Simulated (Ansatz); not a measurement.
Data:

Ta2N:
```xyz
9
Lattice="5.2913 0.0000 0.0000 -2.6457 4.5824 0.0000 0.0000 0.0000 4.9309" Properties=species:S:1:pos:R:3 pbc="T T T"
Ta     1.7646     3.0564     3.7137
Ta     0.8810     1.5260     1.2172
Ta     1.7621     0.0000     3.7137
Ta     3.5292     0.0000     1.2172
Ta    -0.8810     1.5260     3.7137
Ta    -1.7646     3.0564     1.2172
N      2.6457     1.5275     2.4655
N      0.0000     3.0550     2.4655
N      0.0000     0.0000     0.0000
```

This is the r²SCAN-relaxed structure.

Problem. All from plane-wave PAW r²SCAN (Ansatz code), unless another level is named. Estimate the electronic character.

Solution. metallic (no gap).

Problem. And the density of states at the Fermi level?

Solution. 0.29 states/eV per atom (mean over ±0.08 eV).

Problem. And the formation energy from the elements (no fitted shifts)?

Solution. -1.03 eV/atom.

Space group P-31m. The workflow started from a Materials Project entry (that database holds measured and hypothetical structures alike); the Crystallography Open Database copy checked does not list it. Its standing as an ambient phase is unchecked. The cell was relaxed with r²SCAN under the symmetry of its start; its stability against distortions is not shown here. The run is not spin-polarised. With an odd number of electrons in the cell and no spin polarisation, the count alone makes it a metal. The references are the lowest solids computed at this level, not always the standard phases (solids in place of the gases). Spin–orbit coupling is left out wherever it is not named.

Potentials: the earlier of the program's two PAW sets.
